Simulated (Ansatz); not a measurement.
Li2ZnCl4:
```
CELL_PARAMETERS angstrom
      0.00000     5.15850     5.15850
      5.15850     0.00000     5.15850
      5.15850     5.15850     0.00000
ATOMIC_POSITIONS crystal
  Li 0.62500 0.62500 0.12500
  Li 0.62500 0.12500 0.62500
  Li 0.62500 0.62500 0.62500
  Li 0.12500 0.62500 0.62500
  Zn 0.00000 0.00000 0.00000
  Zn 0.25000 0.25000 0.25000
  Cl 0.86615 0.37795 0.37795
  Cl 0.87205 0.87205 0.38385
  Cl 0.37795 0.86615 0.37795
  Cl 0.87205 0.87205 0.87205
  Cl 0.37795 0.37795 0.37795
  Cl 0.87205 0.38385 0.87205
  Cl 0.37795 0.37795 0.86615
  Cl 0.38385 0.87205 0.87205
```

Relaxed with r²SCAN.

**Question.** Map the valence electron density (e/Å³), cut off at 1 on the plane through (0.625, 0.625, 0.625) spanned by u = [1, 0, 0] and v = [-1, 1, 1] in lattice vectors, from the program Ansatz at the r²SCAN level (PAW).

**Answer.** x is the fraction of u, y of v (the angle between them is 90°; rows are the nearest grid lines); atoms in the plane: Li at (0.00, 0.00), Li at (0.50, 0.00), Zn at (0.75, 0.38), Zn at (0.25, 0.62), Cl at (0.99, 0.75), Cl at (0.49, 0.25), Cl at (0.51, 0.75), Cl at (0.01, 0.25).
```
|@@@:           :@@@@@:           :@@@|
|%+.             .+%+.             .+%|
|                                     |
|::..           ..:::..           ..::|
|@@%+-.       .-+%@@@@*=:.     .:=*@@@|
|*@@@%=:.   .:=%@@@*%@@@+:.   .:+@@@%*|
| *@@@+:.....:+@@@* .@@@*:.   .:*@@@. |
|@@@@*==+*#*+==*@@@@@@@*-.     .-*@@@@|
|==---+@@@@@@@+---===-:..       ..:-==|
|   .:+@@@@@@@+:.                     |
|    .:*@@@@@*:.                      |
|      ..:::..                        |
|                        ..:::..      |
|                      .:*@@@@@*-.    |
|                     .:+@@@@@@@+:.   |
|==-:..       ..:-===---+@@@@@@@+---==|
|@@@@*-.     .-*@@@@@@@*==+*#*+==*@@@@|
| .@@@*:.   .:*@@@. *@@@+:.....:+@@@* |
|*%@@@+:.   .:+@@@%*@@@%=:.   .:=%@@@*|
|@@@*=:.     .:=*@@@@%+-.       .-+%@@|
|::..           ..:::..           ..::|
|                                     |
|%+.             .+%+.             .+%|
|@@@:           :@@@@@:           :@@@|
```
Scale: ten equal steps from 0.000 (start of ' ') to 1.00 (end of '@'), in the order ' .:-=+*#%@'; x runs from 0.000 to 1.00, y from 0.000 (bottom) to 1.00 (top).

The density is the valence pseudo-density with augmentation charge, so density and ELF within about 1 Å of a nucleus are not all-electron values.

Space group Fd-3m (spinel). The first step of the workflow began from a Materials Project structure, measured or hypothetical; the Crystallography Open Database files this formula in space group No. 227, but the cells were not matched. Whether it is the stable phase at ambient conditions was not checked. The r²SCAN relaxation kept the symmetry of its start; its stability against distortions is not shown here.

Potentials: the later of the program's two PAW sets.
